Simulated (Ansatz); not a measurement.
SiGe:
```yaml
crystal:
  lattice:
    - [3.55640, 0.00000, 0.00000]
    - [-1.77820, 3.07993, 0.00000]
    - [0.00000, 0.00000, 3.22972]
  atoms:
    - { symbol: Ge, position: [0.00000, 0.00000, 0.00000] }
    - { symbol: Si, position: [0.66667, 0.33333, 0.50000] }
```

Relaxed with PBEsol. Special points in fractions of this cell's reciprocal vectors: Γ (0.000, 0.000, 0.000); M (0.500, 0.000, 0.000); K (0.333, 0.333, 0.000); A (0.000, 0.000, 0.500); L (0.500, 0.000, 0.500); H (0.333, 0.333, 0.500).

Problem. List the band energies nearest the Fermi level at these points for PBEsol with spin–orbit coupling (plane waves, PAW; program Ansatz).

Solution. In eV from the Fermi level; about four levels below and three above (degenerate sets whole), none deeper than 8.9 eV; points with the same levels are listed once.

| k | below | above |
|---|---|---|
| Γ | -0.44 -0.44 | 0.00 0.00 0.10 0.10 |
| M | -8.46 -8.46 -2.24 -2.24 | 0.42 0.42 2.15 2.15 |
| K | -8.69 -8.67 -5.44 -5.39 | 3.35 3.36 3.44 3.44 |
| A | – | 3.11 3.11 3.12 3.12 |
| L | -4.93 -4.93 -4.63 -4.63 | 1.12 1.12 1.39 1.39 |
| H | -2.03 -1.92 -1.72 -1.71 | 8.93 8.96 9.70 |

Space group P-6m2. A made-up cell: these elements were put on the sites of a structure type; neither database checked (COD, Materials Project) lists it. Whether it is the stable phase at ambient conditions was not checked. The PBEsol relaxation kept the symmetry of its start; of distortions, only those at the zone centre were tested.

Potentials: the later of the program's two PAW sets.
